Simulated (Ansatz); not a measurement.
MoS₂:
```yaml
crystal:
  lattice:
    - [0.00000, 2.89838, 2.89838]
    - [2.89838, 0.00000, 2.89838]
    - [2.89838, 2.89838, 0.00000]
  atoms:
    - { symbol: Mo, position: [0.00000, 0.00000, 0.00000] }
    - { symbol: S, position: [0.25000, 0.25000, 0.25000] }
    - { symbol: S, position: [0.75000, 0.75000, 0.75000] }
```

Relaxed with PBEsol. Special points in fractions of this cell's reciprocal vectors: Γ (0.000, 0.000, 0.000); X (0.500, 0.000, 0.500); U (0.625, 0.250, 0.625); K (0.375, 0.375, 0.750); L (0.500, 0.500, 0.500); W (0.500, 0.250, 0.750).

Task: List the band energies nearest the Fermi level at these points for DFT-PBEsol in the program Ansatz with PAW potentials.

Result: In eV from the Fermi level; about four levels below and three above (degenerate sets whole), none deeper than 8.9 eV; points with the same levels are listed once.

```json
[
 {"k": "Γ", "below": "-1.08 -1.08 -0.49 -0.49 -0.49", "above": "4.45 4.45 4.45"},
 {"k": "X", "below": "-5.25 -5.25 -2.59 -2.59 -0.78", "above": "0.08 1.05 1.88"},
 {"k": "U", "below": "-5.01 -3.35 -2.36 -0.19", "above": "0.24 0.24 1.99"},
 {"k": "L", "below": "-3.04 -3.04 -0.53 -0.53", "above": "1.74 4.18 4.18"},
 {"k": "W", "below": "-3.88 -3.88 -2.52 -0.13", "above": "0.45 0.66 2.13 2.13"}
]
```

Space group Fm-3m (fluorite). A made-up cell: these elements were put on the sites of a structure type; neither database checked (COD, Materials Project) lists it. It is not the phase usual at ambient conditions (space group No. 160, 194). The cell was relaxed with PBEsol under the symmetry of its start; its stability against distortions is not shown here. No spin polarisation was allowed. Scalar-relativistic: spin–orbit coupling is off unless named, which matters more the heavier the elements.

Potentials: the earlier of the program's two PAW sets. The files were generated under PBE; for other functionals the program regenerates the frozen cores, and for LDA and PBEsol the local potential too.
